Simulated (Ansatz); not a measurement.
# What a trial cell of MoPt relaxes into

Level of theory: DFT PBE, scalar-relativistic, plane waves, PAW (Ansatz). Cutoff 420 eV, Gaussian smearing, Γ-centred meshes. In-plane cell and atoms relax first on a coarse mesh and then on a finer one. In metals the finer mesh still leaves noise of several meV/atom or more. The steps can't lower the symmetry of their start. Collinear spin is switched on along the way, since trial moments persisted in a coarse test.

The cell of MoPt is invented: random sheet by layer group and Wyckoff sites. Its size is a rough estimate.

Only a and b repeat, and vacuum parts the sheet from its images along c.

```cif
data_structure
_symmetry_space_group_name_H-M 'P 1'
_symmetry_Int_Tables_number 1
_cell_length_a 3.8715
_cell_length_b 3.8715
_cell_length_c 14.0000
_cell_angle_alpha 90.000
_cell_angle_beta 90.000
_cell_angle_gamma 90.000
_cell_volume 209.83
loop_
_atom_site_label
_atom_site_type_symbol
_atom_site_fract_x
_atom_site_fract_y
_atom_site_fract_z
_atom_site_occupancy
Mo1 Mo 0.50000 0.50000 0.50000 1
Pt1 Pt 0.00000 0.00000 0.50000 1
```

Formation energies are uncorrected and refer to the elements' standard structures at the same level.

Task: Describe the relaxed structure.

Result: The symmetry stays p4/mmm (No. 61). The area per atom shrinks by 15.9 %, from 7.5 to 6.3 Å². The shortest distance goes from 2.74 Å (Mo–Pt) to 2.51 Å (Mo–Pt). The energy falls by about 0.54 eV/atom (the start's value is from the coarse mesh). The program sets the height of the box itself, so the height of the cell differs between start and end. In-plane cell: a = 3.551 Å, b = 3.551 Å, γ = 90.0°, thickness 0.00 Å between the outermost nuclei. Mo at height 0.00 Å has 4 Pt at 2.51 Å; Pt at height 0.00 Å has 4 Mo at 2.51 Å.

```yaml
crystal:
  periodic: [true, true, false]
  lattice:
    - [3.55131, 0.00000, 0.00000]
    - [0.00000, 3.55131, 0.00000]
    - [0.00000, 0.00000, 23.80000]
  atoms:
    - { symbol: Mo, position: [0.50000, 0.50000, 0.29412] }
    - { symbol: Pt, position: [0.00000, 0.00000, 0.29412] }
```

Task: How does it come out in energy, and is it a metal?

Result: The energy over the elements is +1.80 eV/atom, the gap on the 16×16×1 mesh of the 2-atom cell is 0 eV (a metal) and the net moment per atom is 0.69 μB. The moment by site is Mo 0.9 μB.

The separate elements lie lower, so it is unstable against them.

The last run used collinear spin and Gaussian smearing of 0.10 eV. These runs have no spin–orbit coupling, which can matter for Pt. Another magnetic order may lie lower. A structure relaxed within its symmetry needn't be a true minimum. In all, the 5 runs took 3.5 min on 1 thread of Arm Neoverse V1 (shared host). Site moments count only spheres around the atoms; the net moment includes the space between them.
